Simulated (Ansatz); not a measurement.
# Two states of GdFeAu

```
Fe Au Gd
1.0
     3.70406    6.41563    0.00000
    -3.70406    6.41563    0.00000
     0.00000    0.00000    4.04259
Fe Au Gd
3 3 3
Direct
  0.75400 0.24600 0.50000
  0.24600 0.00000 0.50000
  0.00000 0.75400 0.50000
  0.00000 0.00000 0.00000
  0.33330 0.33340 0.50000
  0.66670 0.66660 0.50000
  0.41250 0.58750 0.00000
  0.58750 0.00000 0.00000
  0.00000 0.41250 0.00000
```

Single point in Ansatz 0.2.0 with PBE. Cutoff 420 eV, PAW datasets, 4×4×6 Γ-centred k mesh, fermi-dirac filling (width 0.1 eV).

State A: Fe1 down, Fe2 down, Fe3 down, Gd7 up, Gd8 up, Gd9 up (collinear spin). State B: Fe1 up, Fe2 down, Fe3 up, Gd7 down, Gd8 up, Gd9 down (collinear spin).

Question: Which state is lower, and how do they differ?

Answer: State A is lower by 24.2 meV an atom at zero smearing; in free energy at this smearing B lies +22.6 meV an atom from A.

```json
{"state": "A", "free energy (meV/atom)": "0.0", "largest moment in a small sphere (μB)": "7.13", "net moment (μB/cell)": "14.03", "gap on mesh (eV)": "metal", "pressure (GPa)": "-2.4", "largest force (eV/Å)": "0.35"}
{"state": "B", "free energy (meV/atom)": "22.6", "largest moment in a small sphere (μB)": "7.02", "net moment (μB/cell)": "4.76", "gap on mesh (eV)": "metal", "pressure (GPa)": "-2.1", "largest force (eV/Å)": "0.32"}
```

Origin: a known structure type with other elements, at an estimated volume, so it need not be a known compound. Caveats: f shells without a U or exact exchange are poorly placed.
